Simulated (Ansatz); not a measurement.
Lu: reading a single point

```
Lu
1.0
     1.77556    3.07536    0.00000
    -1.77556    3.07536    0.00000
     0.00000    0.00000    5.63197
Lu
2
Direct
  0.33330 0.33340 0.25000
  0.66660 0.66670 0.75000
```

Single point in Ansatz 0.2.0 with a composed functional ({exchange: {pbe: {weight: 1.0, kappa: 0.453, mu: 0.109}}, correlation: pbe}), no spin polarisation. Cutoff 420 eV, PAW datasets, 11×11×6 Γ-centred k mesh, fermi-dirac filling (width 0.0792 eV).

**Question.** Is the cell too large or too small?

**Answer.** The pressure is -5.7 GPa (compression positive), so with the atoms held at these fractions the cell would first shrink.

**Question.** Is there a gap?

**Answer.** It is a metal, with about 3.9 states/eV a cell as the mean within 0.25 eV of the Fermi level, mostly Lu d (87 %).

**Question.** Describe some of the short contacts.

**Answer.** Lu–Lu at 3.48 Å: least valence density 0.11 e/Å³ and ELF 0.23 there. These are pseudo-fields; inside the PAW spheres they differ from the all-electron ones.

Origin: a database entry at a rescaled volume. Caveats: many states at the Fermi level without spin polarisation, so a magnetic state may lie lower; forces of this functional can be a tenth off on these datasets.
